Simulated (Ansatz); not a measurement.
Crystals of one structure type (zinc blende) and one family of elements, relaxed and computed with DFT-r²SCAN in the program Ansatz with PAW potentials.

```
crystal  K_Hill (GPa)  G_Hill (GPa)
-------  ------------  ------------
InAs             57.8          28.7
InP              68.4          34.3
GaAs             72.4          47.8
GaP              87.8          57.9
BAs               141           137
BP                169             ?
BN                392           404
```

Question: Fit a straight line to ln G against ln K and predict the withheld value.

Answer: Least squares on the 6 shown rows: ln G = 1.39 × ln K + (-2.187), with a scatter of 13 %. For BP this gives 140. The run itself gave 174, outside the scatter: the line misses something about this case.

All cells were relaxed under the symmetry of their starts (and spin orders); stability against distortions was not tested throughout. Scalar-relativistic: spin–orbit coupling is off unless named, which matters more the heavier the elements.

Potentials: the later of the program's two PAW sets.
